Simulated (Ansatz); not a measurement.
Ta2C:
```
Ta2C
1.0
    3.48586     0.00000     0.00000
    0.00000     3.48586     0.00000
    0.00000     0.00000     6.46564
Ta C
4 2
Cartesian
  0.00000   0.00000   0.00000
  1.74293   1.74293   0.00000
  1.74293   0.00000   2.37582
  0.00000   1.74293   4.08981
  1.74293   0.00000   4.68823
  0.00000   1.74293   1.77740
```

Relaxed with PBEsol. Special points in fractions of this cell's reciprocal vectors: Γ (0.000, 0.000, 0.000); X (0.000, 0.500, 0.000); M (0.500, 0.500, 0.000); Z (0.000, 0.000, 0.500); R (0.000, 0.500, 0.500); A (0.500, 0.500, 0.500).

**Question.** List the band energies nearest the Fermi level at these points for PBEsol with spin–orbit coupling in the plane-wave PAW code Ansatz.

**Answer.** In eV from the Fermi level; about four levels below and three above (degenerate sets whole), none deeper than 8.9 eV; points with the same levels are listed once.

| k | below | above |
|---|---|---|
| Γ | -0.63 -0.63 -0.36 -0.36 | 0.17 0.17 0.35 0.35 |
| X | -0.20 -0.20 -0.20 -0.20 | 1.28 1.28 1.28 1.28 |
| M | -1.13 -1.13 -1.13 -1.13 | 2.12 2.12 2.12 2.12 |
| Z | -0.93 -0.93 -0.59 -0.59 | 0.15 0.15 1.26 1.26 |
| R | -0.20 -0.20 -0.20 -0.20 | 1.01 1.01 1.01 1.01 |
| A | -2.28 -2.28 -2.28 -2.28 | 2.04 2.04 2.04 2.04 |

Space group P4/nmm. A made-up cell: these elements were put on the sites of a structure type; neither database checked (COD, Materials Project) lists it. COD files the formula under space group No. 164. Its standing as an ambient phase is unchecked. The cell was relaxed with PBEsol under the symmetry of its start; its stability against distortions is not shown here. The run is not spin-polarised.

Potentials: the later of the program's two PAW sets.
